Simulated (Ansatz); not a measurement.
LaSi₂ (space group I4_1/amd)

```
LaSi2
1.0
   -2.12851     2.12851     6.94821
    2.12851    -2.12851     6.94821
    2.12851     2.12851    -6.94821
La Si
2 4
Cartesian
  0.00000   0.00000   6.94821
  2.12851   0.00000   3.47410
  0.00000   2.12851   4.64939
  0.00000   0.00000   1.17529
  0.00000   0.00000  12.72113
  0.00000   2.12851   2.29881
```

The slice is a (001) plane (indices of the conventional cell) through the point (0.500, 0.500, 0.000) (fractional), spanned by u = [101] and v = [011] in vectors of this cell: u (4.26 Å) and v (4.26 Å, at 90° to u). It covers one period; positions are fractions (u, v).

Level of theory: PBEsol (plane waves to 420 eV, PAW, scalar-relativistic; Ansatz, a quantum-chemistry and plane-wave program). k mesh 15×15×15. Near the nuclei the fields are pseudised (PAW); where an atom keeps semicore shells as valence, they peak there. LaSi2 is run without spin polarisation. LaSi2 was relaxed with its symmetry unable to fall.

Predict the map of the valence electron density on the slice.


```
|999998642100000124689999|
|999998642100000124689999|
|999987532100000123578999|
|999876421111111112467899|
|888764321112221112346788|
|666543222222222222234566|
|444322222333333322222344|
|222211223344444332211222|
|111111233445554433211111|
|000011234455555443211000|
|000012234555555543221000|
|000012234555655543221000|
|000012234555555543221000|
|000011234455555443211000|
|111111233445554433211111|
|222211223344444332211222|
|444322222333333322222344|
|666543222222222222234566|
|888764321112221112346788|
|999876421111111112467899|
|999987532100000123578999|
|999998642100000124689999|
|999998642100000124689999|
|999998642100000124689999|
```
Scale: ten equal steps from -1.13 (start of '0') to 0.23 (end of '9'), in the order '0123456789'. Values: log₁₀ of the valence density in e/Å³. The map has 24 points along u (one character each, u = 0 at the left) and 24 along v (v = 0 in the bottom row). The scale is logarithmic, as a density can span decades between atoms and voids.
